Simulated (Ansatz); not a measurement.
Below is a relaxed structure of Mg2CdTe3. The cell was found from a structure generator's guess, not taken from experiment.

These are results of DFT PBE, scalar-relativistic, plane waves, PAW in Ansatz, not measurements. Cutoff 420 eV, Γ-centred mesh, Gaussian smearing, no spin polarisation.

```
Mg Cd Te
1.0
     4.63322    0.00000    0.00000
    -2.31661    4.01249    0.00000
     0.00000    0.00000   11.31629
Mg Cd Te
2 1 3
Direct
  0.00000 0.00000 0.99940
  0.33333 0.66667 0.66925
  0.66667 0.33333 0.33209
  0.66667 0.33333 0.07917
  0.33333 0.66667 0.42020
  0.00000 0.00000 0.74989
```

Energies over the elements count from the elements' standard structures at the same level, with no fitted energy shifts.

Q: What space group does it have?

A: P3m1 (No. 156), with Mg and Cd ordered on zinc blende sites. Conventional cell: a = 4.633 Å, c = 11.316 Å. Mg on its first site is surrounded by 4 Te at 2.82 Å; around Mg on its second site lie 4 Te at 2.82–2.83 Å; Cd is surrounded by 4 Te at 2.85–2.86 Å; around Te on its first site lie 3 Mg at 2.82 Å and 1 Cd at 2.86 Å; 2 more sites not described.

Q: What is its formation energy per atom?

A: −0.740 eV/atom. It lies below the elements, which doesn't yet make it stable against other compounds or structures.

Q: Is it a metal?

A: No, the gap on the 6×6×4 mesh is 1.46 eV.

The last run used a 6×6×4 mesh (in the run's order of axes) for its 6-atom cell and Gaussian smearing of 0.02 eV. These runs have no spin–orbit coupling, which can matter for Te. Kohn–Sham gaps at this level usually fall short of measured ones. The missing spin–orbit coupling can work the other way here. The reference form of Te is held partly by dispersion forces, which this level lacks. A later test with randomly moved atoms came back to the same energy, though modes that don't fit the test's cell weren't probed.
